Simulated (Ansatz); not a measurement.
NbNiTe₅:
```xyz
14
Lattice="1.8552 -6.9077 0.0000 1.8552 6.9077 0.0000 0.0000 0.0000 15.1676" Properties=species:S:1:pos:R:3 pbc="T T T"
Nb     1.8552     0.1227    11.3757
Nb     1.8552    -0.1227     3.7919
Ni     0.0000     0.0000     0.0000
Ni     0.0000     0.0000     7.5838
Te     1.8552     1.3781    14.0298
Te     1.8552    -1.3781     1.1379
Te     1.8552    -1.3781     6.4459
Te     1.8552     1.3781     8.7217
Te     1.8552    -4.6352    11.3757
Te     1.8552     4.6352     3.7919
Te     1.8552    -5.5466     2.1899
Te     1.8552     5.5466    12.9777
Te     1.8552     5.5466     9.7737
Te     1.8552    -5.5466     5.3939
```

Relaxed with r²SCAN. Special points in fractions of this cell's reciprocal vectors: Γ (0.000, 0.000, 0.000); Y (-0.500, 0.500, 0.000); C0 (-0.268, 0.732, 0.000); Σ0 (0.268, 0.268, 0.000); Z (0.000, 0.000, 0.500); A0 (0.268, 0.268, 0.500); E0 (-0.268, 0.732, 0.500); T (-0.500, 0.500, 0.500); S (0.000, 0.500, 0.000); R (0.000, 0.500, 0.500).

Q: List the band energies nearest the Fermi level at these points for r²SCAN in the plane-wave PAW code Ansatz.

A: In eV from the Fermi level; about four levels below and three above (degenerate sets whole), none deeper than 8.9 eV; points with the same levels are listed once.

```csv
k,below,above
Γ,-1.08 -0.35 -0.35 -0.24,0.25 0.29 0.44
Y,-0.51 -0.27 -0.20 -0.14,0.27 0.72 0.82
C0,-1.31 -1.16 -0.92 -0.70,0.23 0.82 1.55
Z,-0.69 -0.69 -0.38 -0.38,0.69 0.69 0.73 0.73
A0,-1.31 -1.31 -1.01 -1.01,1.04 1.04 1.33 1.33
T,-0.93 -0.93 -0.80 -0.80,0.56 0.56 0.58 0.58
S,-1.28 -1.15 -0.96 -0.74,0.30 0.80 1.57
R,-1.31 -1.31 -1.07 -1.07,1.12 1.12 1.38 1.38
```

Space group Cmcm. The first step of the workflow began from a Materials Project structure, measured or hypothetical; the Crystallography Open Database copy checked does not list it. Its standing as an ambient phase is unchecked. The r²SCAN relaxation kept the symmetry of its start; its stability against distortions is not shown here. No spin polarisation was allowed. A crystal of weakly bound layers computed without a dispersion correction: the cell and the soft elastic constants depend strongly on that. Spin–orbit coupling is left out wherever it is not named.

Potentials: the later of the program's two PAW sets.
